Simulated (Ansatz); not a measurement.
Y2Al3Si2:
Space group C2/m (No. 12); a = 10.169 Å, b = 4.037 Å, c = 6.614 Å, α = γ = 90.00°, β = 101.15°

```tsv
atom	site	symmetry	x	y	z
Y	4i	m	0.1202	0.5000	0.3219
Al	4i	m	0.3066	0.0000	0.1320
Al	2a	2/m	0.0000	0.0000	0.0000
Si	4i	m	0.0918	0.0000	0.6414
```
(The calculation used a cell of 7 atoms; values per cell refer to that cell.)

Relaxed with r²SCAN.

Problem. Which orbitals make up the states near the Fermi level in plane-wave PAW r²SCAN (Ansatz code)?

Solution. Within 0.5 eV of the Fermi level: Y 4d 46 %, Al 3p 24 %, Si 3p 15 %, Al 3s 7 %. Projections are on Löwdin-orthogonalised atomic valence shells; empty p or d shells of many metals are not among them.

Problem. Tabulate the density of states.

Solution. States/eV per cell of 7 atoms, in 0.25 eV bins, energy from the Fermi level.

| E (eV) | total | Y 4d | Al 3p | Si 3p |
|---|---|---|---|---|
| -7.85 | 0.25 | 0.03 | 0.08 | 0.04 |
| -7.60 | 0.37 | 0.04 | 0.09 | 0.10 |
| -7.35 | 0.91 | 0.11 | 0.18 | 0.25 |
| -7.10 | 1.06 | 0.14 | 0.21 | 0.28 |
| -6.85 | 1.31 | 0.17 | 0.28 | 0.35 |
| -6.60 | 1.71 | 0.20 | 0.39 | 0.45 |
| -6.35 | 2.08 | 0.24 | 0.46 | 0.55 |
| -6.10 | 2.32 | 0.30 | 0.49 | 0.61 |
| -5.85 | 1.82 | 0.25 | 0.41 | 0.45 |
| -5.60 | 1.33 | 0.19 | 0.33 | 0.33 |
| -5.35 | 1.91 | 0.26 | 0.49 | 0.49 |
| -5.10 | 2.29 | 0.32 | 0.55 | 0.66 |
| -4.85 | 2.26 | 0.31 | 0.58 | 0.71 |
| -4.60 | 1.99 | 0.28 | 0.49 | 0.64 |
| -4.35 | 2.13 | 0.27 | 0.55 | 0.77 |
| -4.10 | 2.37 | 0.29 | 0.66 | 0.93 |
| -3.85 | 2.13 | 0.30 | 0.59 | 0.83 |
| -3.60 | 2.27 | 0.34 | 0.63 | 0.90 |
| -3.35 | 3.06 | 0.50 | 0.97 | 1.10 |
| -3.10 | 3.78 | 0.64 | 1.29 | 1.38 |
| -2.85 | 4.24 | 0.80 | 1.39 | 1.64 |
| -2.60 | 4.00 | 0.79 | 1.49 | 1.38 |
| -2.35 | 3.75 | 0.86 | 1.36 | 1.18 |
| -2.10 | 3.38 | 0.90 | 1.09 | 1.06 |
| -1.85 | 3.23 | 0.93 | 1.07 | 0.92 |
| -1.60 | 2.98 | 1.04 | 0.94 | 0.68 |
| -1.35 | 4.00 | 1.62 | 1.11 | 0.83 |
| -1.10 | 3.45 | 1.52 | 0.78 | 0.70 |
| -0.85 | 3.20 | 1.48 | 0.67 | 0.62 |
| -0.60 | 2.44 | 1.10 | 0.58 | 0.42 |
| -0.35 | 2.24 | 1.02 | 0.55 | 0.35 |
| -0.10 | 2.19 | 1.00 | 0.55 | 0.33 |
| 0.15 | 1.68 | 0.77 | 0.41 | 0.26 |
| 0.40 | 1.53 | 0.69 | 0.35 | 0.24 |
| 0.65 | 1.53 | 0.66 | 0.35 | 0.20 |
| 0.90 | 2.51 | 1.03 | 0.58 | 0.31 |
| 1.15 | 4.03 | 1.56 | 0.89 | 0.48 |
| 1.40 | 4.23 | 1.58 | 0.98 | 0.49 |
| 1.65 | 4.34 | 1.59 | 0.98 | 0.51 |
| 1.90 | 4.31 | 1.67 | 0.93 | 0.48 |
| 2.15 | 3.93 | 1.65 | 0.77 | 0.39 |
| 2.40 | 3.97 | 1.74 | 0.73 | 0.38 |
| 2.65 | 4.30 | 1.87 | 0.75 | 0.39 |
| 2.90 | 4.66 | 2.03 | 0.83 | 0.39 |
| 3.15 | 4.70 | 2.11 | 0.82 | 0.41 |
| 3.40 | 4.30 | 1.98 | 0.69 | 0.39 |
| 3.65 | 5.17 | 2.45 | 0.78 | 0.44 |
| 3.90 | 5.15 | 2.43 | 0.76 | 0.44 |
| 4.15 | 5.02 | 2.52 | 0.68 | 0.39 |
| 4.40 | 5.72 | 2.78 | 0.80 | 0.46 |
| 4.65 | 6.05 | 2.84 | 0.90 | 0.51 |

The first step of the workflow began from a Materials Project structure, measured or hypothetical; the Crystallography Open Database files this formula in space group No. 12, but the cells were not matched. Whether it is the stable phase at ambient conditions was not checked. Symmetry was held in the r²SCAN relaxation; whether a distortion lowers the energy is not shown. No spin polarisation was allowed. Spin–orbit coupling is left out wherever it is not named.

Potentials: the earlier of the program's two PAW sets.
